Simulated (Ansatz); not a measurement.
Mg3MoN4:
```cif
data_Mg6Mo2N8
_chemical_formula_sum 'Mg6 Mo2 N8'
_space_group_name_H-M_alt 'Pmn21'
_space_group_IT_number 31
_space_group_name_Hall 'P 2ac -2'
_cell_length_a 6.76509
_cell_length_b 5.84994
_cell_length_c 5.28119
_cell_angle_alpha 90.000
_cell_angle_beta 90.000
_cell_angle_gamma 90.000
loop_
_space_group_symop_operation_xyz
  'x, y, z'
  '-x+1/2, -y, z+1/2'
  '-x, y, z'
  'x+1/2, -y, z+1/2'
loop_
_atom_site_label
_atom_site_type_symbol
_atom_site_symmetry_multiplicity
_atom_site_Wyckoff_symbol
_atom_site_fract_x
_atom_site_fract_y
_atom_site_fract_z
_atom_site_occupancy
Mg1 Mg 4 b 0.25226 0.16934 0.85737 1
Mg2 Mg 2 a 0.50000 0.33954 0.35823 1
Mo1 Mo 2 a 0.00000 0.32903 0.34929 1
N1 N 2 a 0.00000 0.63437 0.45592 1
N2 N 2 a 0.00000 0.32630 0.99832 1
N3 N 4 b 0.23031 0.17747 0.45656 1
```

Relaxed with PBE.

Question: Which orbitals make up the states near the band edges in the program Ansatz at the PBE level (PAW)?

Answer: Top 1 eV of the valence band: N 2p 93 %. Bottom 1 eV of the conduction band: Mo 4d 51 %, N 2p 31 %, Mg 3s 7 %, outside the projected shells 7 %. Projections are on Löwdin-orthogonalised atomic valence shells; empty p or d shells of many metals are not among them.

Question: Tabulate the density of states.

Answer: States/eV per cell of 16 atoms, in 0.25 eV bins, energy from the valence-band maximum.

```
E (eV)  total   N 2p  Mo 4d  Mg 3s
------  -----  -----  -----  -----
-7.85    0.00   0.00   0.00   0.00
-7.60    0.00   0.00   0.00   0.00
-7.35    0.00   0.00   0.00   0.00
-7.10    0.00   0.00   0.00   0.00
-6.85    0.00   0.00   0.00   0.00
-6.60    0.00   0.00   0.00   0.00
-6.35    0.00   0.00   0.00   0.00
-6.10    0.00   0.00   0.00   0.00
-5.85    0.00   0.00   0.00   0.00
-5.60    0.00   0.00   0.00   0.00
-5.35    0.00   0.00   0.00   0.00
-5.10    0.00   0.00   0.00   0.00
-4.85    0.00   0.00   0.00   0.00
-4.60    0.00   0.00   0.00   0.00
-4.35    0.57   0.30   0.18   0.08
-4.10   13.67   7.49   4.31   1.73
-3.85   13.60   7.86   4.20   1.29
-3.60   12.65   7.53   4.01   0.81
-3.35    5.43   3.20   1.78   0.30
-3.10    9.54   5.66   3.18   0.21
-2.85   15.56   9.19   5.41   0.20
-2.60    8.99   5.30   3.04   0.12
-2.35    4.21   3.16   0.51   0.17
-2.10   11.67   9.32   0.88   0.37
-1.85    5.82   4.72   0.44   0.23
-1.60   10.98   9.02   0.75   0.51
-1.35   13.24  11.14   0.77   0.57
-1.10   10.66   9.19   0.52   0.36
-0.85   15.80  14.32   0.42   0.30
-0.60   15.94  14.82   0.28   0.20
-0.35   14.45  13.74   0.15   0.09
-0.10    9.21   8.89   0.05   0.03
0.15     0.00   0.00   0.00   0.00
0.40     0.00   0.00   0.00   0.00
0.65     0.00   0.00   0.00   0.00
0.90     0.00   0.00   0.00   0.00
1.15     0.00   0.00   0.00   0.00
1.40     0.00   0.00   0.00   0.00
1.65     0.00   0.00   0.00   0.00
1.90     0.00   0.00   0.00   0.00
2.15     0.00   0.00   0.00   0.00
2.40     0.00   0.00   0.00   0.00
2.65     0.00   0.00   0.00   0.00
2.90     0.00   0.00   0.00   0.00
3.15     9.91   2.72   5.22   0.91
3.40    13.27   4.36   6.89   0.78
3.65     8.88   3.14   4.47   0.44
3.90     1.99   0.38   0.68   0.24
4.15     4.26   0.94   1.61   0.30
4.40     7.69   2.08   3.03   0.26
4.65     7.53   2.37   3.03   0.13
4.90    11.64   3.81   4.77   0.20
5.15     7.77   2.63   3.27   0.15
5.40     5.06   1.62   1.91   0.20
5.65     4.36   1.31   1.33   0.29
5.90     1.84   0.55   0.27   0.30
6.15     2.44   0.67   0.28   0.45
6.40     5.10   1.22   0.41   1.11
6.65     4.37   0.92   0.33   0.87
6.90     6.15   1.10   0.37   1.53
7.15     3.99   0.64   0.19   1.01
7.40     3.10   0.38   0.11   0.72
7.65     4.63   0.49   0.26   1.01
7.90     5.07   0.50   0.29   1.41
```

Space group Pmn2_1. The first step of the workflow began from a Materials Project structure, measured or hypothetical; the Crystallography Open Database copy checked does not list it. Its standing as an ambient phase is unchecked. The PBE relaxation kept the symmetry of its start; whether a distortion lowers the energy is not shown. The run is not spin-polarised. Spin–orbit coupling is left out wherever it is not named.

Potentials: the later of the program's two PAW sets.
